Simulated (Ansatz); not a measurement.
BaGa2H2 in space group P-3m1 (No. 164; H on 2d, Ba on 1a, Ga on 2d) at seven volumes, r²SCAN (plane waves, PAW; program Ansatz), shape and atoms relaxed at each. One row is withheld.

```tsv
V (Å³/atom)	P (GPa)
15.932	5.06
16.457	3.11
16.982	1.44
17.507	0.00
18.032	-1.24
18.558	-2.30
19.083	?
```

Question: Fit the shown pressures and predict the withheld one.

Answer: P = (3/2)B₀(x^(7/2) − x^(5/2))[1 + (3/4)(B′ − 4)(x − 1)] with x = (V₀/V)^(2/3). Least squares on the six rows gives V₀ = 17.507 Å³/atom, B₀ = 44.4 GPa, B′ = 4.02. At V = 19.083, x = 0.9442 and P = -3.22 GPa. The run itself gave -3.21 GPa.

The workflow started from an entry of the Crystallography Open Database (COD). Its standing as an ambient phase is unchecked. Symmetry was held in the r²SCAN relaxation; its stability against distortions is not shown here. Spin–orbit coupling is left out wherever it is not named.

Potentials: the later of the program's two PAW sets.
